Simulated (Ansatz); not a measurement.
# SrPt$_{5}$ (P6/mmm): electronic heat capacity and spin susceptibility from the density of states

These are results of DFT PBEsol, scalar-relativistic, plane waves, PAW in Ansatz 0.2.0, not measurements.

Settings: cutoff 420 eV, Γ-centred mesh 12×12×8 on the computed 6-atom cell, Gaussian smearing of 0.10 eV; no spin polarisation.

Relaxed cell: P6/mmm, a = 5.402 Å, b = 5.402 Å, c = 4.349 Å, α = 90.00°, β = 90.00°, γ = 120.00°, 6 atoms in the primitive cell. Whether it is the stable form of this composition wasn't checked.

The density of states at the Fermi level is 3.045 states/eV in the cell of 6 atoms (1 formula unit; both spins, tetrahedra on a 18×18×12 mesh). Averaged over bins of 0.1 eV the density runs from 2.8 to 4.3 states/eV within 0.2 eV of the Fermi level, so the figure hangs on the exact place of that level.

What Sommerfeld coefficient and Pauli susceptibility does this give?

Per formula unit N(E_F) = 3.045 states/eV. γ = (π²/3) k_B² N(E_F) N_A = 2.357 mJ/(mol K²) per state/eV, so γ = 7.2 mJ/(mol K²), a mole of formula units. χ_P = μ_B² N(E_F) N_A = 3.23×10⁻⁵ emu/mol per state/eV gives 9.8×10⁻⁵ emu/mol. This is the bare band result: a measured γ of the same phase is as a rule larger by a factor 1 + λ from phonons and spin fluctuations, the spin part of χ is larger by the Stoner factor, and a measured χ also holds orbital and core terms. N(E_F) at one energy is sensitive to the mesh where the density of states has sharp peaks.

Spin-orbit coupling is left out, which matters for the bands of heavy elements.